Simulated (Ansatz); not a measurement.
**Field gradients of SiO₂ from run to run**

Cell of run 1: a COD entry, atoms as given.

```
Si O
1.0
     4.97170    0.00000    0.00000
     0.00000    4.97170    0.00000
     0.00000    0.00000    6.92230
Si O
4 8
Direct
  0.30028 0.30028 0.00000
  0.19972 0.80028 0.25000
  0.69972 0.69972 0.50000
  0.80028 0.19972 0.75000
  0.23920 0.10440 0.17870
  0.39560 0.73920 0.42870
  0.76080 0.89560 0.67870
  0.60440 0.26080 0.92870
  0.73920 0.39560 0.57130
  0.89560 0.76080 0.32130
  0.26080 0.60440 0.07130
  0.10440 0.23920 0.82130
```

Atoms are numbered from 1 in the order listed; like atoms form one site, named after its first atom.

Relaxed positions (PBE, cell held):

```
CELL_PARAMETERS angstrom
4.97170 0.00000 0.00000
0.00000 4.97170 0.00000
0.00000 0.00000 6.92230
ATOMIC_POSITIONS crystal
Si 0.30536 0.30536 0.00000
Si 0.19464 0.80536 0.25000
Si 0.69464 0.69464 0.50000
Si 0.80536 0.19464 0.75000
O 0.23669 0.11677 0.18542
O 0.38323 0.73669 0.43542
O 0.76331 0.88323 0.68542
O 0.61677 0.26331 0.93542
O 0.73669 0.38323 0.56458
O 0.88323 0.76331 0.31458
O 0.26331 0.61677 0.06458
O 0.11677 0.23669 0.81458
```

All runs are DFT with Ansatz 0.2.0 (plane waves and PAW, scalar-relativistic unless spin–orbit coupling is named, Γ-centred meshes, Fermi–Dirac smearing where given) in this cell.

Run 1: PBE, atoms as given; 420 eV, 5×5×4 k-points, smearing 0.02 eV.
Run 2: PBE, atoms relaxed; 420 eV, 5×5×4 k-points, smearing 0.02 eV.
Run 3: r2SCAN, at the relaxed atoms; 500 eV, 5×5×4 k-points, smearing 0.02 eV.

```json
{"run": "1", "Si V_zz (η)": "-0.37 (0.96)", "O V_zz (η)": "9.08 (0.14)"}
{"run": "2", "Si V_zz (η)": "-0.38 (0.81)", "O V_zz (η)": "9.44 (0.20)"}
{"run": "3", "Si V_zz (η)": "?", "O V_zz (η)": "?"}
```

V_zz in 10²¹ V/m².

(1) Estimate the row of run 3.

Results:

(1) Si: -0.38 (0.75); O: 9.31 (0.20). It lies nearest to run 2, from whose tensors on these sites it differs by 0.13 at most (largest principal value of the difference, on O). Taken one at a time, the positions of the atoms (as given or relaxed) move the tensors on these sites by up to 0.52 (largest principal value of the change, on O), the functional (r2SCAN with its higher cutoff) by 0.13 (O).

In runs 1, 3 the atoms aren't at the calculated equilibrium (largest force 0.47, 0.30 eV/Å). The cell isn't the equilibrium one in run 1 (calculated pressure 8 GPa), and the entry's cell may itself be off.
